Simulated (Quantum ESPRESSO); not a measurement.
# Moving one atom in ZnAl2GeN4

These are calculations, not measurements. They come from pw.x of Quantum ESPRESSO 7.5, a plane-wave density functional program, with PseudoDojo standard norm-conserving files (v0.5 for PBE, v0.4.1 for LDA and PBEsol). The cells are made up: elements, strain and atom displacements were drawn at random, and nothing was relaxed. There is no spin polarisation, spin-orbit coupling or dispersion term.

The cell has 8 sites of a zincblende or diamond lattice. Sites 1 to 4 hold Zn Al Al Ge; sites 5 to 8 hold N N N N. Cell vectors in Å: (4.420, -0.015, 0.023); (-0.015, 4.435, 0.007); (0.023, 0.007, 4.386). Settings: PBE, cutoff 1143 eV, 4 x 4 x 4 k mesh shifted by half a step, Fermi-Dirac smearing of 0.025 eV.

Each run shifts the Al atom on site 3 along z and leaves all else fixed. Site 7 is one of its nearest neighbours. E is the free energy of the cell above the lowest run shown.

| run | shift (Å) | Fz on site 3 (eV/Å) | Fz on site 7 (eV/Å) | P (GPa) | E (meV) |
| --- | --- | --- | --- | --- | --- |
| 1 | -0.1210 | 2.358 | -1.753 | 7.64 | 154.6 |
| 2 | -0.0911 | 1.826 | -1.679 | 7.43 | 92.0 |
| 3 | -0.0663 | 1.380 | -1.611 | 7.30 | 52.3 |
| 5 | 0.0109 | -0.028 | -1.367 | 7.13 | 0.0 |
| 6 | 0.0697 | -1.102 | -1.150 | 7.25 | 33.3 |
| 7 | 0.0892 | -1.456 | -1.073 | 7.34 | 58.2 |
| 4 | -0.0159 | ? | ? | ? | ? |

A rerun of one of these cells at 1437 eV and k mesh 6 x 6 x 6 moved values by no more than 0.003 eV in the cell's energy, 0.02 GPa in stress and 0.002 eV/Å in force.

## Worked fit

A parabola through the six runs shown gives Fz on site 3 = 0.174 - 18.21 u - 1.1 u² eV/Å, with u in Å and a scatter of 0.005 eV/Å. Minus the slope, 18.21 ± 0.10 eV/Å², is this atom's force constant along z at u = 0, with its periodic images moving too. The fitted force vanishes at u = 0.010 Å, where the energy should be lowest along this line. The error is the larger of the fit's own and the change that a cubic makes, rounded up.

## Withheld run

Question: what Fz on site 3 should run 4 give?

The fit gives 0.463 eV/Å. The calculation gave 0.462 eV/Å.

```
run,shift (Å),Fz on site 3 (eV/Å),Fz on site 7 (eV/Å),P (GPa),E (meV)
4,-0.0159,0.462,-1.458,7.15,5.8
```